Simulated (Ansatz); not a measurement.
RbCaH3:
```cif
data_H3CaRb
_chemical_formula_sum 'Rb1 Ca1 H3'
_space_group_name_H-M_alt 'P 1'
_space_group_IT_number 1
_cell_length_a 4.39833
_cell_length_b 4.39833
_cell_length_c 4.39833
_cell_angle_alpha 90.000
_cell_angle_beta 90.000
_cell_angle_gamma 90.000
loop_
_space_group_symop_operation_xyz
  'x, y, z'
loop_
_atom_site_label
_atom_site_type_symbol
_atom_site_fract_x
_atom_site_fract_y
_atom_site_fract_z
_atom_site_occupancy
Rb1 Rb 0.00000 0.00000 0.00000 1
Ca1 Ca 0.50000 0.50000 0.50000 1
H1 H 0.50000 0.00000 0.50000 1
H2 H 0.00000 0.50000 0.50000 1
H3 H 0.50000 0.50000 0.00000 1
```

This is the LDA-relaxed structure.

### Question
All from plane-wave PAW LDA (Ansatz code), unless another level is named. Predict the formation energy from the elements (no fitted shifts).

### Answer
-0.48 eV/atom.

### Question
And the band gap?

### Answer
2.83 eV (direct).

### Question
Give the electron effective mass.

### Answer
0.40, 0.40, 0.64 mₑ (principal values).

### Question
And the weight of the conduction-edge state by species (Voronoi cells)?

### Answer
H 58 %, Rb 21 %, Ca 21 %.

### Question
Next, the weight of the valence-edge state by species (Voronoi cells)?

### Answer
H 88 %, Ca 7 %, Rb 6 %.

### Question
And the valence-band maximum?

### Answer
at M.

Space group Pm-3m (cubic perovskite). The workflow started from a Materials Project entry (that database holds measured and hypothetical structures alike); the Crystallography Open Database files this formula in space group No. 221, but the cells were not matched. Its standing as an ambient phase is unchecked. The cell was relaxed with LDA under the symmetry of its start; phonons on a q-mesh show no instability. The references are the lowest solids computed at this level, not always the standard phases (solids in place of the gases). Spin–orbit coupling is left out wherever it is not named.

Potentials: the later of the program's two PAW sets.
